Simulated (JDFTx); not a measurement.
Input for JDFTx (a modified build) (anisole, C7H8O (SMILES COc1ccccc1), charge 0, multiplicity 1; bohr and hartree).

```
lattice \
  27.4010288071 0.0000000000 0.0000000000 \
  0.0000000000 23.6215765578 0.0000000000 \
  0.0000000000 0.0000000000 17.9523981839
coords-type Cartesian
ion C -4.8626155353 0.1057941999 -0.0002405753 0
ion O -2.7981717960 1.7782328949 0.0055934819 0
ion C -0.4157832565 0.7960205938 0.0045908824 0
ion C 1.5479702632 2.5571714424 0.0029511598 0
ion C 4.0294201379 1.7633819492 0.0005307226 0
ion C 4.5998320014 -0.7944278954 -0.0001043095 0
ion C 2.6588557695 -2.5407163101 0.0021117669 0
ion C 0.1568251454 -1.7672091538 0.0043904861 0
ion H -6.5426382358 1.2941949222 -0.0053633015 0
ion H -4.8690926761 -1.0907065545 -1.6886283915 0
ion H -4.8791623117 -1.0901227324 1.6886283915 0
ion H 1.0678696219 4.5382448778 0.0040868498 0
ion H 5.5303333437 3.1459157445 0.0002226553 0
ion H 6.5426382358 -1.4155626918 -0.0017297121 0
ion H 3.0804852306 -4.5382448778 0.0014960392 0
ion H -1.3176633449 -3.1751073354 0.0058670700 0
ion-species pseudo/c_pbe_v1.2.upf
ion-species pseudo/o_pbe_v1.2.upf
ion-species pseudo/h_pbe_v1.4.upf
elec-cutoff 20 100
elec-ex-corr gga-PBE
symmetries none
coulomb-interaction Isolated
coulomb-truncation-embed 0 0 0
elec-n-bands 24
converge-empty-states yes
electronic-scf nIterations 100 energyDiffThreshold 1e-8
dump-name s0.$VAR
dump End State Ecomponents EigStats BandEigs Forces ElecDensity IonicPositions
```

The main set-up lines of the log and the final energy components:

```
unit cell volume = 11619.8
Chosen fftbox size, S = [  126  108  84  ]
unit cell volume = 11619.8
Chosen fftbox size, S = [  112  96  80  ]
  'C' pseudopotential, 'SLA  PW   PBE  PBE' functional
  4 valence electrons, 2 orbitals, 4 projectors, 721 radial grid points, with lMax = 1
  'O' pseudopotential, 'SLA  PW   PBE  PBE' functional
  6 valence electrons, 2 orbitals, 5 projectors, 737 radial grid points, with lMax = 2
  'H' pseudopotential, 'SLA  PW   PBX  PBC' functional
  1 valence electrons, 1 orbitals, 2 projectors, 615 radial grid points, with lMax = 0
Initialized 3 species with 16 total atoms.
Folded 1 k-points by 1x1x1 to 1 k-points.
nElectrons:  42.000000   nBands: 24   nStates: 1
average nbasis = 49625.000 , ideal nbasis = 49640.622
unit cell volume = 92958.3
Chosen fftbox size, S = [  252  216  168  ]
[...]
# Energy components:
   Eewald =      180.2838548145587367
       EH =      226.8973206272179937
     Eloc =     -491.0488206920546190
      Enl =        7.7043717267119991
      Exc =      -19.1976518117616344
 Exc_core =        0.3007804984772843
       KE =       34.3273303673527934
-------------------------------------
     Etot =      -60.7328144694974199


	eMin: -0.986625 at state 0 ( [ +0.000000 +0.000000 +0.000000 ] spin 0 )
	HOMO: -0.199372 at state 0 ( [ +0.000000 +0.000000 +0.000000 ] spin 0 )
```

The run took 24 electronic cycles; the highest occupied level lies at -5.43 eV from the vacuum level.
